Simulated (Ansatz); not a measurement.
LuSb:
```
CELL_PARAMETERS angstrom
      0.00000     3.03680     3.03680
      3.03680     0.00000     3.03680
      3.03680     3.03680     0.00000
ATOMIC_POSITIONS crystal
  Lu 0.00000 0.00000 0.00000
  Sb 0.50000 0.50000 0.50000
```

Relaxed with r²SCAN.

### Question
Map the electron localisation function on the plane through (0.000, 0.000, 0.000) spanned by u = [1, 0, 0] and v = [0, 1, -1] in lattice vectors, from DFT-r²SCAN in the program Ansatz with PAW potentials.

### Answer
x is the fraction of u, y of v (the angle between them is 90°; rows are the nearest grid lines); atoms in the plane: Lu at (0.00, 0.00), Sb at (0.50, 0.50).
```
|8999730012222100379998|
|9999720012332100279999|
|9998521135555311258999|
|9986311467777641136899|
|7753124677777764213577|
|3221246766556676421223|
|0011467654444567641100|
|0014676543223456764100|
|1136765421001245676311|
|2257764310000134677522|
|2357754200000024577532|
|2357754200000024577532|
|2257764310000134677522|
|1136765421001245676311|
|0014676543223456764100|
|0011467654444567641100|
|3221246766556676421223|
|7753124677777764213577|
|9986311467777641136899|
|9998521135555311258999|
|9999720012332100279999|
|8999730012222100379998|
```
Scale: ten equal steps from 0.000 (start of '0') to 0.873 (end of '9'), in the order '0123456789'; x runs from 0.000 to 1.00, y from 0.000 (bottom) to 1.00 (top).

The density is the valence pseudo-density with augmentation charge, so density and ELF within about 1 Å of a nucleus are not all-electron values.

Space group Fm-3m (rock salt). The workflow started from a Materials Project entry (that database holds measured and hypothetical structures alike); the Crystallography Open Database copy checked does not list it. Whether it is the stable phase at ambient conditions was not checked. The r²SCAN relaxation kept the symmetry of its start; of distortions, only those at the zone centre were tested. Scalar-relativistic: spin–orbit coupling is off unless named, which matters more the heavier the elements.

Potentials: the later of the program's two PAW sets.
